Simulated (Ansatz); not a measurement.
**Property card of a Rh sheet**

The cell was found from a structure generator's guess, not taken from experiment.

Level of theory: DFT PBE, scalar-relativistic, plane waves, PAW in Ansatz. Plane waves to 420 eV, a k mesh through Γ of 12×12×1 on the computed 2-atom cell and Gaussian smearing (0.02 eV); no spin polarisation.

The sheet is periodic along a and b; c holds vacuum.

```xyz
2
Lattice="3.8022 0.0000 0.0000 -1.9011 3.2928 0.0000 0.0000 0.0000 26.9530" Properties=species:S:1:pos:R:3 pbc="T T F"
Rh    1.9011    1.0976    7.6022
Rh    0.0000    2.1952    8.3978
```

Energies count from the standard state of Rh at the same level.

```
Layer group                                                : p-3m1 (No. 72)
In-plane cell                                              : a = 3.802 Å, b = 3.802 Å, γ = 120.0°
Area per atom                                              : 6.26 Å²
Thickness between the outermost nuclei                     : 0.80 Å
Energy over the standard state                             : +1.862 eV/atom
Band gap over mesh and path                                : 0.36 eV
Löwdin character of the top 1 eV of the valence band       : Rh 4d 92 %, Rh 5s 7 %
Löwdin character of the lowest 1 eV of the conduction band : Rh 4d 87 %, Rh 5s 10 %
Bader charges (e)                                          : Rh1 0.00, Rh2 0.00
```

Levels along Γ–M–K–Γ, in eV from a zero inside the gap, sorted by energy at each point. Points in fractions of the primitive reciprocal vectors: Γ (0.000 0.000 0.000), M (0.500 0.000 0.000), K (0.333 0.333 0.000).
```csv
point,"k (1/Å, with 2π)",band 14,band 15,band 16,band 17,band 18,band 19,band 20
Γ,0.000,-2.21,-1.44,-0.28,-0.28,0.25,0.25,1.16
-,0.136,-2.19,-1.46,-0.37,-0.36,0.28,0.29,1.29
-,0.273,-2.15,-1.53,-0.53,-0.49,0.31,0.35,1.62
-,0.409,-2.17,-1.59,-0.74,-0.53,0.33,0.41,2.10
-,0.545,-2.26,-1.43,-0.92,-0.49,0.34,0.43,2.70
-,0.681,-2.20,-1.07,-1.03,-0.43,0.39,0.44,3.39
-,0.818,-2.04,-1.06,-0.65,-0.39,0.44,0.61,2.89
M,0.954,-1.98,-1.06,-0.47,-0.37,0.44,0.96,2.15
-,1.033,-1.98,-1.11,-0.44,-0.38,0.46,0.99,2.14
-,1.111,-2.00,-1.22,-0.39,-0.36,0.51,1.09,2.12
-,1.190,-2.05,-1.36,-0.38,-0.29,0.58,1.27,2.09
-,1.269,-2.15,-1.49,-0.34,-0.24,0.66,1.51,2.07
-,1.347,-2.28,-1.61,-0.28,-0.20,0.73,1.82,2.09
-,1.426,-2.43,-1.70,-0.22,-0.19,0.78,2.17,2.19
K,1.505,-2.53,-1.73,-0.19,-0.19,0.79,2.38,2.38
-,1.662,-2.38,-1.63,-0.27,-0.24,0.76,1.25,3.11
-,1.820,-2.17,-1.57,-0.50,-0.35,0.42,0.71,4.03
-,1.977,-2.04,-1.77,-0.69,-0.46,0.18,0.63,3.15
-,2.134,-2.04,-1.78,-0.71,-0.53,0.23,0.52,2.37
-,2.292,-2.12,-1.59,-0.57,-0.53,0.29,0.39,1.76
-,2.449,-2.19,-1.47,-0.39,-0.38,0.29,0.29,1.33
Γ,2.607,-2.21,-1.44,-0.28,-0.28,0.25,0.25,1.16
```

The last run used a 12×12×1 mesh for its 2-atom cell and Gaussian smearing of 0.02 eV. Kohn–Sham gaps at this level usually fall short of measured ones. Small gaps are read on the mesh alone, and bands can cross between its points.
